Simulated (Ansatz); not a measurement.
4 guesses for Sc2Ta3O and where they end

Level of theory: DFT PBE, scalar-relativistic, plane waves, PAW (Ansatz). All cells share a 420 eV cutoff and Γ-centred k meshes spaced at most about 0.3 Å⁻¹ (about 0.25 or finer for metals, 2π included). No spin polarisation in the final relaxations.

Each guess was relaxed in cell and atoms at zero pressure, within the symmetry of its start. These are static total energies at zero pressure. Coordination counts Sc or Ta atoms around O (for each partner element, those within 1.25 times its shortest distance or 1.15 times the sum of covalent radii, where it is the nearest in units of that sum or under 1.3; a plus sign parts groups by distance over the sum of covalent radii; the shortest distance is added where it exceeds 1.18 times the sum of covalent radii).

```csv
guess,made from,start group,V start (Å³/atom),end group,V end (Å³/atom),coordination at the end,gap on mesh (eV),E over the lowest end (meV/atom)
1,Hf2GaSb3 type,P-4m2,14.4,P-4m2,18.3,O 4,0,0
2,random cell,I4/mmm,11.7,I4/mmm,18.8,O 2+4,0,552
3,LaNi2Rh3 type,P6/mmm,16.8,P6/mmm,21.6,O 6 from 3.0 Å,0,1220
4,Nd2Al3Ga type,R-3m,17.0,?,?,?,?,?
```

Guess 4 as it starts:

```xyz
6
Lattice="2.6156 1.5101 4.2980 -2.6156 1.5101 4.2980 0.0000 -3.0203 4.2980" Properties=species:S:1:pos:R:3 pbc="T T T"
Sc    0.0000    0.0000    1.6076
Sc    0.0000    0.0000   11.2863
Ta   -1.3078   -0.7551    4.2980
Ta    0.0000    1.5101    4.2980
Ta    1.3078   -0.7551    4.2980
O     0.0000    0.0000    6.4469
```

Problem. Predict the end of this guess and its energy over the lowest end.

Solution. It ends in space group R-3m (No. 166), with a = 5.964 Å, c = 9.925 Å, 17.0 Å³/atom and no gap. It lies 290 meV/atom over the lowest end, above guess 1 and below guess 2. Counting Sc or Ta atoms around O, this end has O 6 and the lowest (guess 1) has O 4.

```cif
data_structure
_symmetry_space_group_name_H-M 'R-3m:H'
_symmetry_Int_Tables_number 166
_cell_length_a 5.9644
_cell_length_b 5.9644
_cell_length_c 9.9247
_cell_angle_alpha 90.000
_cell_angle_beta 90.000
_cell_angle_gamma 120.000
_cell_volume 305.76
loop_
_atom_site_label
_atom_site_type_symbol
_atom_site_symmetry_multiplicity
_atom_site_Wyckoff_symbol
_atom_site_fract_x
_atom_site_fract_y
_atom_site_fract_z
_atom_site_occupancy
Sc1 Sc 6 c 0.33333 0.66667 0.78487 1
Ta1 Ta 9 e 0.00000 0.50000 0.00000 1
O1 O 3 b 0.33333 0.66667 0.16667 1
```

Energies over the elements count from the elements' standard structures at the same level (O₂ as a molecule), with no fitted energy shifts.

Problem. Is the lowest end bound against the elements?

Solution. Yes: its formation energy is −0.26 eV/atom. Whether it is stable depends on the other phases of the system, which aren't compared here.

These runs have no spin–orbit coupling, which can matter for Ta. Cells relaxed within their symmetry can be saddle points. A lower structure may well exist outside this small set. Some types were kept out of the candidates beforehand, so the set may lack a known form.
